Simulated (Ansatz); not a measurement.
MgO (wurtzite, P6_3mc), plane-wave PAW PBEsol (Ansatz code). The conduction-band minimum lies at Γ, with 1 equivalent valley. Second derivatives d²E/dk² of the lowest band at one valley (eV·Å²), along Cartesian directions:

```
direction  d²E/dk²
---------  -------
[100]        22.39
[010]        22.39
[001]        23.16
[110]        22.39
[101]        22.78
[011]        22.78
```

Find the principal effective masses, the density-of-states mass and the conductivity mass.

Off-diagonal terms follow from H_xy = H[110] − (H_xx + H_yy)/2, and m*/mₑ = 7.620 eV·Å² over each eigenvalue: 0.33, 0.34, 0.34. One valley's DOS mass (m₁m₂m₃)^(1/3) = 0.34, conductivity mass 3/(Σ 1/mᵢ) = 0.34 mₑ.

What effective density of states Nc follows at 300 K for parabolic valleys?

Nc = 2.509e19 × 1 × (0.34)^(3/2) ≈ 5.0e18 cm⁻³.

With the computed static dielectric constant 6.18 (mean of the diagonal), estimate a hydrogenic donor's binding energy and radius.

E = 13.606 eV × 0.34/6.18² ≈ 120 meV; a = 0.529 Å × ε/m* ≈ 9.6 Å. Semilocal masses tend to be too small when the gap is underestimated.

The first step of the workflow began from a Materials Project structure, measured or hypothetical; the Crystallography Open Database copy checked does not list it. It is not the phase usual at ambient conditions (space group No. 225). Symmetry was held in the PBEsol relaxation; its stability against distortions is not shown here.

Potentials: the earlier of the program's two PAW sets. The files were generated under PBE; for other functionals the program regenerates the frozen cores, and for LDA and PBEsol the local potential too.
